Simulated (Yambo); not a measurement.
```xyz
10
Lattice="0.0000 4.4222 4.4222 4.4222 0.0000 4.4222 4.4222 4.4222 0.0000" Properties=species:S:1:pos:R:3 pbc="T T T"
F      4.4222     4.4222     2.0309
F      4.4222     4.4222     6.8136
F      2.0309     4.4222     4.4222
F      6.8136     4.4222     4.4222
F      4.4222     2.0309     4.4222
F      4.4222     6.8136     4.4222
Rb     2.2111     2.2111     2.2111
Rb     6.6334     6.6334     6.6334
Rh     0.0000     0.0000     0.0000
Ag     4.4222     4.4222     4.4222
```

Workflow: LDA (pw.x of Quantum ESPRESSO, ONCV potentials, scalar-relativistic), then G0W0 in Yambo (2×2×2 Γ-centred k mesh, bands 9 to 335 and a 8 Ry block in the screening, 335 bands in G with the Bruneval-Gonze terminator, plasmon pole fitted at 27.2 eV).

Problem. Give the LDA and G0W0 gaps between the band edges found on this mesh, and say where the edges lie.

Solution. Edges: X → X. LDA: 1.01 eV; G0W0: 3.42 eV. Nearest settings tried, and what they do to the gap: 263 bands in W, 263 bands in G: +6 meV; 6 Ry block (307 vectors against 531): -31 meV; 4×4×4 mesh: -61 meV. So the settings aren't converged at that level. The k mesh is coarse. Spin-orbit splittings are left out.

Geometry of the Materials Project entry, not relaxed at this level.

The structure is a Materials Project entry; no match was found in the copy of COD used, and its stability was not checked.
